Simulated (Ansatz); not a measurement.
YSi$_{2}$Ni$_{2}$:
```cif
data_Ni4Si4Y2
_chemical_formula_sum 'Y2 Si4 Ni4'
_space_group_name_H-M_alt 'I4/mmm'
_space_group_IT_number 139
_space_group_name_Hall '-I 4 2'
_cell_length_a 3.95094
_cell_length_b 3.95094
_cell_length_c 9.48506
_cell_angle_alpha 90.000
_cell_angle_beta 90.000
_cell_angle_gamma 90.000
loop_
_atom_site_label
_atom_site_type_symbol
_atom_site_symmetry_multiplicity
_atom_site_Wyckoff_symbol
_atom_site_fract_x
_atom_site_fract_y
_atom_site_fract_z
_atom_site_occupancy
Y1 Y 2 a 0.00000 0.00000 0.00000 1
Si1 Si 4 e 0.00000 0.00000 0.37174 1
Ni1 Ni 4 d 0.00000 0.50000 0.25000 1
```
(The calculation used a cell of 5 atoms; values per cell refer to that cell.)

Relaxed with r²SCAN.

Q: Which orbitals make up the states near the Fermi level in plane-wave PAW r²SCAN (Ansatz code)?

A: Within 0.5 eV of the Fermi level: Ni 3d 51 %, Si 3p 21 %, Y 4d 20 %. Projections are on Löwdin-orthogonalised atomic valence shells; empty p or d shells of many metals are not among them.

Q: Tabulate the density of states.

A: States/eV per cell of 5 atoms, in 0.25 eV bins, energy from the Fermi level.

```
E (eV)  total  Ni 3d  Si 3p  Y 4d
------  -----  -----  -----  ----
-7.85    1.06   0.10   0.18  0.13
-7.60    1.00   0.12   0.16  0.10
-7.35    0.93   0.13   0.14  0.08
-7.10    0.54   0.10   0.06  0.03
-6.85    0.03   0.01   0.00  0.00
-6.60    0.00   0.00   0.00  0.00
-6.35    0.00   0.00   0.00  0.00
-6.10    0.00   0.00   0.00  0.00
-5.85    0.78   0.09   0.45  0.06
-5.60    2.56   0.42   1.38  0.21
-5.35    2.26   0.42   1.17  0.19
-5.10    2.15   0.50   1.06  0.16
-4.85    2.44   0.81   1.10  0.13
-4.60    1.36   0.43   0.60  0.10
-4.35    1.85   0.71   0.78  0.13
-4.10    2.50   1.06   1.04  0.14
-3.85    4.51   2.12   1.83  0.27
-3.60    5.34   2.86   1.87  0.34
-3.35    5.52   3.02   1.82  0.41
-3.10    7.34   5.23   1.40  0.41
-2.85    9.61   7.41   1.22  0.47
-2.60    6.23   4.91   0.76  0.19
-2.35    8.70   7.22   0.78  0.33
-2.10    9.60   8.52   0.46  0.32
-1.85   11.07  10.12   0.45  0.21
-1.60    4.16   3.42   0.36  0.20
-1.35    4.21   2.63   0.63  0.62
-1.10    2.26   1.24   0.43  0.34
-0.85    2.19   1.12   0.43  0.39
-0.60    3.69   2.23   0.65  0.53
-0.35    4.68   2.82   0.84  0.71
-0.10    3.28   1.62   0.72  0.70
0.15     2.38   0.99   0.56  0.58
0.40     1.85   0.65   0.47  0.50
0.65     1.75   0.53   0.46  0.52
0.90     1.48   0.41   0.41  0.47
1.15     1.28   0.32   0.36  0.44
1.40     0.89   0.20   0.25  0.34
1.65     0.90   0.17   0.22  0.39
1.90     0.72   0.12   0.19  0.30
2.15     0.77   0.13   0.24  0.28
2.40     2.07   0.32   0.50  0.80
2.65     2.10   0.29   0.43  0.87
2.90     1.94   0.23   0.35  0.87
3.15     2.37   0.25   0.42  1.07
3.40     2.84   0.27   0.45  1.31
3.65     3.09   0.30   0.48  1.49
3.90     3.30   0.29   0.51  1.53
4.15     3.01   0.21   0.48  1.44
4.40     3.02   0.19   0.53  1.47
4.65     3.56   0.19   0.63  1.86
```

The first step of the workflow began from a Materials Project structure, measured or hypothetical; the Crystallography Open Database files this formula in space group No. 139, but the cells were not matched. Its standing as an ambient phase is unchecked. The cell was relaxed with r²SCAN under the symmetry of its start; its stability against distortions is not shown here. No spin polarisation was allowed. Scalar-relativistic: spin–orbit coupling is off unless named, which matters more the heavier the elements.

Potentials: the earlier of the program's two PAW sets.
